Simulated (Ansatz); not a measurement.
BeS in space group P6_422 (No. 181; Be on 3c, S on 3d) at seven volumes, plane-wave PAW PBE+D3(BJ) (Ansatz code), shape and atoms relaxed at each. One row is withheld.

```csv
V (Å³/atom),P (GPa)
11.761,12.08
12.149,?
12.536,3.46
12.924,0.00
13.312,-3.00
13.700,-5.60
14.087,-7.85
```

Q: Fit the shown pressures and predict the withheld one.

A: P = (3/2)B₀(x^(7/2) − x^(5/2))[1 + (3/4)(B′ − 4)(x − 1)] with x = (V₀/V)^(2/3). Least squares on the six rows gives V₀ = 12.924 Å³/atom, B₀ = 107 GPa, B′ = 3.78. At V = 12.149, x = 1.0421 and P = 7.44 GPa. The run itself gave 7.45 GPa.

The start of the workflow was typed in or built on a structure type; neither database checked (COD, Materials Project) lists it. COD files the formula under space group No. 216, so this cell is another polymorph or a model. Whether it is the stable phase at ambient conditions was not checked. Symmetry was held in the PBE+D3(BJ) relaxation; its stability against distortions is not shown here.

Potentials: the earlier of the program's two PAW sets.
